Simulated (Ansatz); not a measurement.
Given:

La2NCl3:
```
CELL_PARAMETERS angstrom
     -3.47331     6.91502     3.08520
      3.47331    -6.91502     3.08520
      3.47331     6.91502    -3.08520
ATOMIC_POSITIONS crystal
  La 0.59372 0.32302 0.91674
  La 0.40628 0.67698 0.08326
  La 0.90628 0.82302 0.72930
  La 0.09372 0.17698 0.27070
  N  0.25000 0.25000 0.00000
  N  0.75000 0.75000 0.00000
  Cl 0.25000 0.75000 0.50000
  Cl 0.75000 0.25000 0.50000
  Cl 0.80307 0.18854 0.99161
  Cl 0.19693 0.81146 0.00839
  Cl 0.69693 0.68854 0.38547
  Cl 0.30307 0.31146 0.61453
```

This is the r²SCAN-relaxed structure.

### Question
All from r²SCAN (plane waves, PAW; program Ansatz), unless another level is named. Estimate the band gap.

### Answer
3.77 eV (direct).

### Question
Next, the hole effective mass?

### Answer
1.3, 1.5, 2.5 mₑ (principal values).

### Question
Next, the valence-band maximum?

### Answer
at Γ.

Space group Ibam. The workflow started from a Materials Project entry (that database holds measured and hypothetical structures alike); the Crystallography Open Database copy checked does not list it. Whether it is the stable phase at ambient conditions was not checked. The cell was relaxed with r²SCAN under the symmetry of its start; its stability against distortions is not shown here. Scalar-relativistic: spin–orbit coupling is off unless named, which matters more the heavier the elements.

Potentials: the later of the program's two PAW sets.
